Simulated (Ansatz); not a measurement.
One crystal and one scan (frozen-phonon scan) at two levels, PBE (plane waves to 420 eV, PAW, scalar-relativistic; Ansatz, an electronic-structure program) and r2SCAN (plane waves to 500 eV, PAW, scalar-relativistic; Ansatz), each from its own relaxed cell and on its own mesh. The cell shown is that of PBE.

Starting cell, Cu (fcc, Cu type):

```yaml
crystal:
  lattice:
    - [0.00000, 3.62881, 3.62881]
    - [1.81440, 1.81440, 3.62881]
    - [1.81440, 1.81440, 0.00000]
  atoms:
    - { symbol: Cu, position: [0.00000, 0.00000, 0.00000] }
    - { symbol: Cu, position: [0.50000, 0.00000, 0.00000] }
```

A phonon eigenvector at X = (0.5, 0.5, 0.0) is frozen into this cell: atom i moves by Q times the vector below, so Q is the largest atomic displacement, in Å. The cell is held. It is one choice among 2 degenerate patterns. (q is in reciprocal vectors of the primitive cell; the cell shown is doubled to hold the pattern.)

| atom | x | y | z |
|---|---|---|---|
| Cu1 | 0.000 | 1.000 | 0.000 |
| Cu2 | 0.000 | -1.000 | 0.000 |

Cu is run without spin polarisation. Cu was relaxed with its symmetry unable to fall. The PAW data are Ansatz's earlier set. With partly filled bands, energies and forces of such displacements shift with the k mesh and the smearing. Percentages come from the unrounded values. Both scans cover Q from -0.280 to 0.280 Å.

```json
[
 {"quantity": "Lattice constant a (Å)", "PBE": "3.629", "r2SCAN": "3.579", "PBE − r2SCAN": "+0.050 (+1.4 %)"},
 {"quantity": "Energy at Q = 0.280 Å (meV/cell)", "PBE": "578", "r2SCAN": "644", "PBE − r2SCAN": "-66 (-10 %)"},
 {"quantity": "Harmonic wavenumber from the curvature (finite differences) (cm⁻¹ (negative: imaginary))", "PBE": "169", "r2SCAN": "179", "PBE − r2SCAN": "-10 (-6 %)"}
]
```

PBE gives the higher value for: lattice constant a. PBE gives the lower value for: energy at Q = 0.280 Å; harmonic wavenumber from the curvature. Both give the same space group of the distorted cell: Cmcm (No. 63), lowered from Fm-3m.

ΔE (meV/cell), each from the undisplaced structure of its own level:

```
Q (Å)   PBE  r2SCAN
------  ---  ------
-0.280  578     644
-0.233  389     436
-0.187  243     273
-0.140  134     151
-0.093   59      66
-0.047   14      16
0.000     0       0
0.047    14      16
0.093    59      66
0.140   134     151
0.187   243     273
0.233   389     436
0.280   578     644
```

(For displaced atoms, the force is minus the slope of the energy, and its curvature is a force constant, which sets phonon frequencies.)
